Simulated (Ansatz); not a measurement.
LaGa3Pd2:
```xyz
6
Lattice="5.4326 0.0000 0.0000 -2.7163 4.7047 0.0000 0.0000 0.0000 4.3080" Properties=species:S:1:pos:R:3 pbc="T T T"
La     0.0000     0.0000     0.0000
Ga     2.7163     0.0000     2.1540
Ga     1.3581     2.3524     2.1540
Ga    -1.3581     2.3524     2.1540
Pd     2.7163     1.5682     0.0000
Pd     0.0000     3.1365     0.0000
```

Relaxed with r²SCAN. Special points in fractions of this cell's reciprocal vectors: Γ (0.000, 0.000, 0.000); M (0.500, 0.000, 0.000); K (0.333, 0.333, 0.000); A (0.000, 0.000, 0.500); L (0.500, 0.000, 0.500); H (0.333, 0.333, 0.500).

### Question
List the band energies nearest the Fermi level at these points for r²SCAN (plane waves, PAW; program Ansatz).

### Answer
In eV from the Fermi level; about four levels below and three above (degenerate sets whole), none deeper than 8.9 eV; points with the same levels are listed once.

| k | below | above |
|---|---|---|
| Γ | -0.70 -0.65 -0.65 -0.12 | 2.63 2.70 2.70 |
| M | -2.83 -2.16 -1.70 -0.24 | 1.55 1.55 1.85 |
| K | -2.76 -2.64 -2.64 -2.27 | 0.02 0.17 0.17 |
| A | -0.72 -0.72 -0.72 -0.72 | 0.54 0.54 1.79 |
| L | -2.78 -1.85 -0.64 -0.55 | 0.65 2.32 2.58 |
| H | -1.77 -1.77 -1.07 -0.95 | 0.82 0.82 2.57 |

Space group P6/mmm. The workflow started from a Materials Project entry (that database holds measured and hypothetical structures alike); the Crystallography Open Database files this formula in space group No. 191, but the cells were not matched. Its standing as an ambient phase is unchecked. Symmetry was held in the r²SCAN relaxation; its stability against distortions is not shown here. No spin polarisation was allowed. Spin–orbit coupling is left out wherever it is not named.

Potentials: the earlier of the program's two PAW sets.
